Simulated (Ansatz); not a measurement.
BAs (zinc blende)

```
CELL_PARAMETERS angstrom
      0.00000     4.80936     4.80936
      2.40468     0.00000     2.40468
      2.40468     2.40468     0.00000
ATOMIC_POSITIONS crystal
  As 0.37500 0.75000 0.75000
  As 0.87500 0.75000 0.75000
  B  0.00000 0.00000 0.00000
  B  0.50000 0.00000 0.00000
```

A phonon eigenvector at L = (0.5, 0.0, 0.0) is frozen into this cell: atom i moves by Q times the vector below, so Q is the largest atomic displacement, in Å. The cell is held. It is one choice among 2 degenerate patterns. (q is in reciprocal vectors of the primitive cell; the cell shown is doubled to hold the pattern.)

| atom | x | y | z |
|---|---|---|---|
| As1 | 0.036 | -0.066 | 0.102 |
| As2 | -0.036 | 0.066 | -0.102 |
| B3 | 0.285 | -0.520 | 0.805 |
| B4 | -0.285 | 0.520 | -0.805 |

Computed with PBE (plane waves to 420 eV, PAW, scalar-relativistic; Ansatz, an electronic-structure program). k mesh 6×12×12 (Γ-centred), Fermi-Dirac smearing 0.05 eV. E stands for the smeared free energy. BAs was relaxed with its symmetry unable to fall. The PAW data are Ansatz's earlier set. ΔE is measured from the undisplaced structure.

**Question.** Give the computed ΔE (eV/cell) at Q (Å) = -0.067, -0.050, -0.033, -0.017, 0.017, 0.033, 0.067, 0.100.

**Answer.** 
```json
[
 {"Q (Å)": "-0.067", "ΔE (eV/cell)": "0.0831"},
 {"Q (Å)": "-0.050", "ΔE (eV/cell)": "0.0467"},
 {"Q (Å)": "-0.033", "ΔE (eV/cell)": "0.0207"},
 {"Q (Å)": "-0.017", "ΔE (eV/cell)": "0.0052"},
 {"Q (Å)": "0.017", "ΔE (eV/cell)": "0.0052"},
 {"Q (Å)": "0.033", "ΔE (eV/cell)": "0.0207"},
 {"Q (Å)": "0.067", "ΔE (eV/cell)": "0.0831"},
 {"Q (Å)": "0.100", "ΔE (eV/cell)": "0.1871"}
]
```

(For displaced atoms, the force is minus the slope of the energy, and its curvature is a force constant, which sets phonon frequencies.)
